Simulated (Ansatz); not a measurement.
Q: Each is relaxed and computed with r²SCAN in the plane-wave PAW code Ansatz. Which alone has a direct gap?
(A) LaHO2, P2_1/m (La on 2e, H on 2e, O on 2e, O on 2e)
(B) La3SbO3, C2/m (Pearson symbol mS28)
(C) LaSbO4, P2_1/c (Pearson symbol mP24)
(D) TaSbO4, Pnna (Ta on 4d, Sb on 4c, O on 8e, O on 8e)

A: C, LaSbO4, P2_1/c (Pearson symbol mP24). LaSbO4: gap 3.89 eV (direct); La3SbO3: gap 1.00 eV (indirect); TaSbO4: gap 3.43 eV (indirect); LaHO2: gap 4.40 eV (indirect). Standing as an ambient phase not checked: LaSbO4, P2_1/c (Pearson symbol mP24); La3SbO3, C2/m (Pearson symbol mS28); TaSbO4, Pnna (Ta on 4d, Sb on 4c, O on 8e, O on 8e); LaHO2, P2_1/m (La on 2e, H on 2e, O on 2e, O on 2e). All cells were relaxed under the symmetry of their starts (and spin orders); stability against distortions was not tested throughout. Rows with no word on spin ran without spin polarisation. Scalar-relativistic: spin–orbit coupling is off unless named, which matters more the heavier the elements.

Potentials: the later of the program's two PAW sets.
